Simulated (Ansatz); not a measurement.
CdS:
```yaml
crystal:
  lattice:
    - [0.00000, 2.72673, 2.72673]
    - [2.72673, 0.00000, 2.72673]
    - [2.72673, 2.72673, 0.00000]
  atoms:
    - { symbol: Cd, position: [0.00000, 0.00000, 0.00000] }
    - { symbol: S, position: [0.50000, 0.50000, 0.50000] }
```

Tensor components refer to the Cartesian frame of this cell.

Q: Give the high-frequency dielectric tensor and the Born effective charge tensors of the independent atoms from DFPT, r²SCAN (plane waves, PAW; program Ansatz).

A: 
ε∞:
```
7.77  0.00  0.00
0.00  7.77  0.00
0.00  0.00  7.77
```
Z* of atom 1 (Cd), rows: field, columns: displacement, in e:
```
2.89  0.00  0.00
0.00  2.89  0.00
0.00  0.00  2.89
```
Z* of atom 2 (S), rows: field, columns: displacement, in e:
```
-2.89   0.00   0.00
 0.00  -2.89   0.00
 0.00   0.00  -2.89
```

Static charges for comparison (Bader): Cd1 +1.03, S2 -1.03 e. Born charges measure polarisation by displacement and can exceed these by far.

Space group Fm-3m (rock salt). This is a known high-pressure phase of the composition, computed here at zero pressure and temperature. Symmetry was held in the r²SCAN relaxation; whether a distortion lowers the energy is not shown. Spin–orbit coupling is left out wherever it is not named.

Potentials: the later of the program's two PAW sets.
